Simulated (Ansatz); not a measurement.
Crystals of one structure type (cubic perovskite) and one family of elements, relaxed and computed with plane-wave PAW r²SCAN (Ansatz code).

| crystal | V (Å³/atom) | B₀ by P(V) fit (GPa) |
|---|---|---|
| NaMgF3 | 11.74 | 79.1 |
| KMgF3 | 12.62 | 78.0 |
| BaLiF3 | 12.62 | 80.0 |
| KCaF3 | 17.22 | 54.8 |
| CsCaF3 | 18.44 | 54.9 |
| CsSrF3 | 21.62 | ? |
| CsCaBr3 | 37.20 | 22.4 |

**Question.** Fit a straight line to ln B₀ against ln V and predict the withheld value.

**Answer.** Least squares on the 6 shown rows: ln B₀ = -1.13 × ln V + (7.223), with a scatter of 4.5 %. For CsSrF3 this gives 42.5. The run itself gave 44.8, a miss of 5.1 % of that.

Standing as an ambient phase not checked: NaMgF3, cubic perovskite; BaLiF3, cubic perovskite; KCaF3, cubic perovskite; CsCaF3, cubic perovskite; CsSrF3, cubic perovskite; CsCaBr3, cubic perovskite. All cells were relaxed under the symmetry of their starts (and spin orders); stability against distortions was not tested throughout. Spin–orbit coupling is left out wherever it is not named.

Potentials: the later of the program's two PAW sets.
